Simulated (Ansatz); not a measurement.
Relaxed Zr (hcp, Mg type):

```
CELL_PARAMETERS angstrom
      6.46319     0.00000     0.00000
     -1.61580     2.79864     0.00000
      0.00000     0.00000     5.17363
ATOMIC_POSITIONS crystal
  Zr 0.16667 0.66667 0.75000
  Zr 0.66667 0.66667 0.75000
  Zr 0.33333 0.33333 0.25000
  Zr 0.83333 0.33333 0.25000
```

The atoms are displaced by Q × the pattern below (from a DFPT mode at M = (0.5, 0.0, 0.0), largest move 1; Q in Å), at fixed cell. (q is in reciprocal vectors of the primitive cell; the cell shown is doubled to hold the pattern.)

| atom | x | y | z |
|---|---|---|---|
| Zr1 | -0.500 | 0.866 | 0.000 |
| Zr2 | 0.500 | -0.866 | 0.000 |
| Zr3 | 0.500 | -0.866 | 0.000 |
| Zr4 | -0.500 | 0.866 | 0.000 |

The numbers are results of PBE (plane waves to 420 eV, PAW, scalar-relativistic; Ansatz, an electronic-structure program), not measurements. k mesh 17×17×9 (Γ-centred), Fermi-Dirac smearing 0.05 eV. Energies are smeared free energies. With partly filled bands, energies and forces of such displacements shift with the k mesh and the smearing. The PAW data are Ansatz's earlier set. Zr is run without spin polarisation. Zr was relaxed with its symmetry unable to fall. The zero of ΔE is the undisplaced structure.

Estimate the ΔE (meV/cell) and −dE/dQ from forces (eV/Å) for Q (Å) = -0.100, -0.083, -0.033, 0.017, 0.067.


```json
[
 {"Q (Å)": "-0.100", "ΔE (meV/cell)": "149", "−dE/dQ from forces (eV/Å)": "2.894"},
 {"Q (Å)": "-0.083", "ΔE (meV/cell)": "105", "−dE/dQ from forces (eV/Å)": "2.463"},
 {"Q (Å)": "-0.033", "ΔE (meV/cell)": "17", "−dE/dQ from forces (eV/Å)": "1.019"},
 {"Q (Å)": "0.017", "ΔE (meV/cell)": "4", "−dE/dQ from forces (eV/Å)": "-0.511"},
 {"Q (Å)": "0.067", "ΔE (meV/cell)": "68", "−dE/dQ from forces (eV/Å)": "-2.002"}
]
```

(A displaced cell: forces are minus the slopes of the energy, force constants its curvatures, and phonons follow from these.)
